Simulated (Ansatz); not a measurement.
MoS2, one structure, two calculations

Cell: an entry of the Crystallography Open Database (COD), its atoms then relaxed with PBE in this cell.

```cif
data_MoS2
_symmetry_space_group_name_H-M 'P6_3/mmc'
_symmetry_Int_Tables_number 194
_cell_length_a 3.1690
_cell_length_b 3.1690
_cell_length_c 12.3240
_cell_angle_alpha 90.000
_cell_angle_beta 90.000
_cell_angle_gamma 120.000
loop_
_atom_site_label
_atom_site_type_symbol
_atom_site_symmetry_multiplicity
_atom_site_Wyckoff_symbol
_atom_site_fract_x
_atom_site_fract_y
_atom_site_fract_z
Mo Mo 2 c 0.3333 0.6667 0.2500
S S 4 f 0.3333 0.6667 0.6233
```

One atom of each set is listed.

First run. Method: Kohn–Sham DFT in Ansatz, PBE, plane waves and PAW, scalar-relativistic, collinear spin, 420 eV cutoff, Γ-centred 11×11×3 k-points, Fermi–Dirac smearing 0.02 eV. Start moments as typed (μB): 2 on each Mo, none on the rest.

| site | V_zz (10²¹ V/m²) | η |
| --- | --- | --- |
| Mo | -7.62 | 0.00 |
| S | -5.30 | 0.00 |

Second run. The same atoms and settings, except that the functional is r2SCAN and the cutoff is 500 eV.

Task: What does the second run give?

Result: 

| site | V_zz | η | change of V_zz |
| --- | --- | --- | --- |
| Mo | -7.71 | 0.00 | -0.09 |
| S | -5.38 | 0.00 | -0.08 |

The largest change of V_zz is on Mo, from -7.62 to -7.71. In per cent, |V_zz| changes by +1 on Mo, +2 on S (all sites that start above 0.5).

Without spin–orbit coupling (the program notes it for Mo) the gradients can shift somewhat, as the gap is small. The start moments die out, and the run ends without spin.
For the second run: The program didn't check the stability of this electronic state in full, so a lower one may lie near.
